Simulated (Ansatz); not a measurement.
Start of a relaxation of CaYC₄N₄:

```cif
data_structure
_symmetry_space_group_name_H-M 'P-43m'
_symmetry_Int_Tables_number 215
_cell_length_a 6.3347
_cell_length_b 6.3347
_cell_length_c 6.3347
_cell_angle_alpha 90.000
_cell_angle_beta 90.000
_cell_angle_gamma 90.000
_cell_volume 254.20
loop_
_atom_site_label
_atom_site_type_symbol
_atom_site_symmetry_multiplicity
_atom_site_Wyckoff_symbol
_atom_site_fract_x
_atom_site_fract_y
_atom_site_fract_z
_atom_site_occupancy
Ca1 Ca 1 b 0.50000 0.50000 0.50000 1
Y1 Y 1 a 0.00000 0.00000 0.00000 1
C1 C 4 e 0.19194 0.19194 0.19194 1
N1 N 4 e 0.29858 0.29858 0.29858 1
```

All numbers below come from DFT PBE, scalar-relativistic, plane waves, PAW (Ansatz 0.2.0). Cutoff 420 eV, Gaussian smearing, Γ-centred meshes. Cell and atoms relax first on a coarse mesh and then on a finer one. In between, the cell is made exact in the group found at 0.06 Å. In metals the finer mesh still leaves noise of several meV/atom or more. The steps can't lower the symmetry of their start. No spin polarisation.

A guess keeps its type if space group and coordination stay and the shape of the cell changes little (axis ratios within about 15 %, angles within 6°); the volume may change.

Q: Does this structure survive the relaxation?

A: It keeps its type. The symmetry stays P-43m (No. 215). The volume per atom grows by 26.4 %, from 25.4 to 32.1 Å³. The shortest distance goes from 1.17 Å (C–N) to 1.18 Å (C–N). Counting neighbours within 15 % of an atom's shortest distance, the start has C 1, Ca 4, N 1, Y 4 and the end C 1, Ca 4, N 1, Y 4.

Energies over the elements count from the elements' standard structures at the same level (N₂ as a molecule), with no fitted energy shifts.

Q: At what energy does it end?

A: −0.09 eV/atom. Whether it is stable depends on the other phases of the system, which aren't compared here.

The last run used a 6×6×6 mesh for its 10-atom cell and Gaussian smearing of 0.10 eV. The cell is a metal run without spin, though a test with spin on the coarse mesh kept 1.0 μB a cell, so a magnetic state probably lies lower. The reference form of C is held partly by dispersion forces, which this level lacks. Symmetry constrained the relaxation, so the result can be a saddle point.
